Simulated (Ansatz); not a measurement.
TePb$_{2}$Se:
```
CELL_PARAMETERS angstrom
      2.19566     1.26767     7.16069
     -2.19566     1.26767     7.16069
      0.00000    -2.53533     7.16069
ATOMIC_POSITIONS crystal
  Te 0.50000 0.50000 0.50000
  Pb 0.74438 0.74438 0.74438
  Pb 0.25562 0.25562 0.25562
  Se 0.00000 0.00000 0.00000
```

This is the LDA-relaxed structure.

**Question.** All from plane-wave PAW LDA (Ansatz code), unless another level is named. Give the formation energy from the elements (no fitted shifts).

**Answer.** -0.43 eV/atom.

**Question.** What about the electron effective mass?

**Answer.** 0.097, 0.097, 0.13 mₑ (principal values).

**Question.** Next, the band gap?

**Answer.** 0.32 eV (direct).

**Question.** And the hole effective mass?

**Answer.** 0.075, 0.075, 0.15 mₑ (principal values).

**Question.** Predict the weight of the valence-edge state by species (Voronoi cells).

**Answer.** Se 34 %, Pb 33 %, Te 33 %.

**Question.** Predict the valence-band maximum.

**Answer.** at F.

Space group R-3m. The first step of the workflow began from a Materials Project structure, measured or hypothetical; the Crystallography Open Database copy checked does not list it. With Te and Se taken as one species the cell has the higher symmetry Fm-3m, so it may be an ordered model of a mixed-site phase. Whether it is the stable phase at ambient conditions was not checked. Symmetry was held in the LDA relaxation; of distortions, only those at the zone centre were tested. The references are the lowest solids computed at this level, not always the standard phases. Scalar-relativistic: spin–orbit coupling is off unless named, which matters more the heavier the elements.

Potentials: the later of the program's two PAW sets.
